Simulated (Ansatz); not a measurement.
LaTeCl:
```xyz
6
Lattice="4.4397 0.0000 0.0000 0.0000 4.4397 0.0000 0.0000 0.0000 8.1228" Properties=species:S:1:pos:R:3 pbc="T T T"
La     0.0000     2.2199     6.1785
La     2.2199     0.0000     1.9442
Te     0.0000     2.2199     2.9367
Te     2.2199     0.0000     5.1861
Cl     0.0000     0.0000     0.0000
Cl     2.2199     2.2199     0.0000
```

Cartesian axes are those of the cell as given.

Question: Give the high-frequency dielectric tensor and the Born effective charge tensors of the independent atoms from DFPT, plane-wave PAW LDA (Ansatz code).

Answer: 
ε∞:
```
9.60  0.00  0.00
0.00  9.60  0.00
0.00  0.00  7.94
```
Z* of atom 1 (La), rows: field, columns: displacement, in e:
```
4.26  0.00  0.00
0.00  4.26  0.00
0.00  0.00  3.96
```
Z* of atom 3 (Te), rows: field, columns: displacement, in e:
```
-2.86   0.00   0.00
 0.00  -2.86   0.00
 0.00   0.00  -1.58
```
Z* of atom 5 (Cl), rows: field, columns: displacement, in e:
```
-1.40   0.00   0.00
 0.00  -1.40   0.00
 0.00   0.00  -2.38
```

Space group P4/nmm. The first step of the workflow began from a Materials Project structure, measured or hypothetical; the Crystallography Open Database copy checked does not list it. Its standing as an ambient phase is unchecked. The cell was relaxed with LDA under the symmetry of its start; its stability against distortions is not shown here. Spin–orbit coupling is left out wherever it is not named.

Potentials: the later of the program's two PAW sets.
